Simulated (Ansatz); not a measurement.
Suppose CdAgC₄N₄ takes space group P-43m (No. 215), with Cd on 1a; Ag on 1b; C on 4e; N on 4e. The cell of CdAgC₄N₄ is invented: two interpenetrating cyanide-bridged diamond nets.

Level of theory: Ansatz, DFT PBE, scalar-relativistic, plane waves, PAW. Cutoff 420 eV, Γ-centred mesh, Gaussian smearing, collinear spin.

The zero of energy is the elements' standard structures at the same level (N₂ as a molecule); no fitted shifts are applied.

Question: Give the relaxed lattice parameters and positions.

Answer:

Space group P-43m (No. 215). a = 6.407 Å, b = 6.407 Å, c = 6.407 Å, α = 90.00°, β = 90.00°, γ = 90.00°
```
atom  site  symmetry       x       y       z
  Cd    1a      -43m  0.0000  0.0000  0.0000
  Ag    1b      -43m  0.5000  0.5000  0.5000
   C    4e       .3m  0.2000  0.2000  0.2000
   N    4e       .3m  0.3051  0.3051  0.3051
```

Cd is surrounded by 4 C at 2.22 Å; around Ag lie 4 N at 2.16 Å; around C lie 1 N at 1.17 Å and 1 Cd at 2.22 Å; N is surrounded by 1 C at 1.17 Å and 1 Ag at 2.16 Å. Another local minimum with the same sites may exist.

Question: And its energy and gap?

Answer: The energy over the elements is +0.70 eV/atom, the gap on the 6×6×6 mesh of the 10-atom cell is 0 eV (a metal) and the net moment per atom is 0.10 μB. The moment by site is Ag 0.4 μB. It can't be a ground state, since the elements alone are lower.

The last run used collinear spin and Gaussian smearing of 0.10 eV. The reference form of C is held partly by dispersion forces, which this level lacks. The magnetic state reached may not be the lowest. A structure relaxed within its symmetry needn't be a true minimum. Site moments count only spheres around the atoms; the net moment includes the space between them.
